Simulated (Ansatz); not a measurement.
Ti (hcp (Mg type), P6_3/mmc) at seven volumes, PBE in the plane-wave PAW code Ansatz, shape and atoms relaxed at each. One row is withheld.

```csv
V (Å³/atom),P (GPa)
15.822,?
16.344,7.72
16.865,3.59
17.387,-0.01
17.908,-3.14
18.430,-5.86
18.952,-8.23
```

Problem. Fit the shown pressures and predict the withheld one.

Solution. P = (3/2)B₀(x^(7/2) − x^(5/2))[1 + (3/4)(B′ − 4)(x − 1)] with x = (V₀/V)^(2/3). Least squares on the six rows gives V₀ = 17.385 Å³/atom, B₀ = 112 GPa, B′ = 3.65. At V = 15.822, x = 1.0648 and P = 12.52 GPa. The run itself gave 12.47 GPa.

Symmetry was held in the PBE relaxation. No spin polarisation was allowed.

Potentials: the earlier of the program's two PAW sets.
